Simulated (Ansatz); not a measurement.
Cl (begun as hcp type, now distorted hcp) under strong compression

```yaml
crystal:
  lattice:
    - [3.39956, 0.00000, 0.00000]
    - [-1.69978, 2.94410, 0.00000]
    - [0.00000, 0.00000, 3.89380]
  atoms:
    - { symbol: Cl, position: [0.33333, 0.66667, 0.25000] }
    - { symbol: Cl, position: [0.66667, 0.33333, 0.75000] }
```

The cell comes from a relaxation on PAW files under the same functional, begun from a prototype that needn't be the stable phase.

The start type wasn't kept: the relaxed cell is distorted hcp.

Its volume is scaled, and at each volume shape and atoms are relaxed on PAW files; all methods then take that cell.

Level of theory: DFT with LDA, scalar-relativistic, in Ansatz 0.2.0; a Γ-centred 15×15×8 k mesh, Fermi–Dirac smearing of 0.1 eV, no spin polarisation. LAPW: all electrons, basis error target 1 meV/atom; PAW: frozen-core files, cutoff 420 eV.

Energies are extrapolated to zero smearing and count from the unscaled cell; pressure is positive in compression; gaps take the mesh and a band path. No temperature or zero-point motion is included.

The PAW files were made under PBE. The structure type is held throughout; the real material can change phase at far lower pressure.

| V/V0 | V (Å³/atom) | P LAPW (GPa) | ΔE LAPW (eV/atom) | P PAW − LAPW (GPa) | ΔE PAW − LAPW (meV/atom) | space group | shortest distance (Å) |
| --- | --- | --- | --- | --- | --- | --- | --- |
| 1.00 | 19.49 | 0.03 | 0.000 | -0.01 | 0.0 | P6_3/mmc | 2.765 |
| 0.92 | 17.93 | 4.45 | 0.018 | -0.02 | -0.1 | P6_3/mmc | 2.707 |
| 0.84 | 16.37 | ? | ? | ? | ? | ? | ? |
| 0.76 | 14.81 | 22.7 | 0.252 | -0.04 | -0.6 | P6_3/mmc | 2.586 |
| 0.68 | 13.25 | 40.9 | 0.551 | -0.07 | -1.1 | P6_3/mmc | 2.520 |
| 0.60 | 11.69 | 71.7 | 1.083 | -0.13 | -2.0 | P6_3/mmc | 2.444 |
| 0.52 | 10.13 | 124.9 | 2.014 | -0.27 | -3.9 | P6_3/mmc | 2.361 |

Q: Fit the Vinet equation to the LAPW pressures shown (residuals weighted by 1/(|P| + 0.03·Pmax)), and predict the pressure of the withheld row.

A: The fit gives V0 = 19.50 Å³/atom, B0 = 42.6 GPa and B0′ = 4.97. At 16.37 Å³/atom, x = (V/V0)^(1/3) = 0.9433, and P = 3·B0·(1 − x)/x²·exp[1.5·(B0′ − 1)·(1 − x)] = 11.43 GPa. The run itself gave 11.48 GPa (-0.5 % off) and ΔE = 0.092 eV/atom.

Q: From the table, what is the rise of the enthalpy H = E + pV up to the last row, and how stiff is the crystal between the last two rows?

A: ΔH = 2.014 eV + (124.9 GPa × 10.13 Å³ − 0.03 GPa × 19.49 Å³) × 0.006242 eV/(GPa·Å³) = 9.91 eV/atom, of which pV makes 80 %. The mean bulk modulus there is −ΔP/Δln V = 372 GPa.
